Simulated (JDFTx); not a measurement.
Reference run:

System: Pt(100) (Fm-3m bulk; lattice of mp-126, not re-optimised at this level), 1x1 cell of 5 atoms in 5 planes, area 7.77 Å² a face, 7.9 Å between the outermost planes in a cell 23.9 Å high; k mesh 8×8×1, Fermi width 0.01 Ha, no spin polarisation.

The reference is PBE, GBRV ultrasoft potentials, plane waves to 20/100 Ha; code: JDFTx (a modified build). Unrelaxed; liquid: linear PCM (GLSSA13), water, 1 M KF. SHE scale: U = −μ/e − 4.44 V, by convention.

```
cell height  work function (eV)  U_pzc (V)  mean C below U_pzc (μF/cm²)  k states × plane waves  cycles, vacuum run  rough core time, vacuum run
-----------  ------------------  ---------  ---------------------------  ----------------------  ------------------  ---------------------------
15.9 Å                     5.60       0.95                14 over 0.5 V               15 × 3562                  14                         90 s
17.9 Å                     5.59       0.95                13 over 0.5 V               15 × 4012                  16                        2 min
19.9 Å                     5.60       0.95                13 over 0.5 V               15 × 4458                  18                        2 min
23.9 Å                     5.60       0.95                13 over 0.5 V               15 × 5355                  21                        3 min
39.9 Å                     5.60       0.95                            –               15 × 8940                  32                        6 min
```

The work function stays within 0.01 eV over all these settings; capacitances repeat to about ±0.2 μF/cm². The times are rough (shared hosts); only ratios past two mean anything.
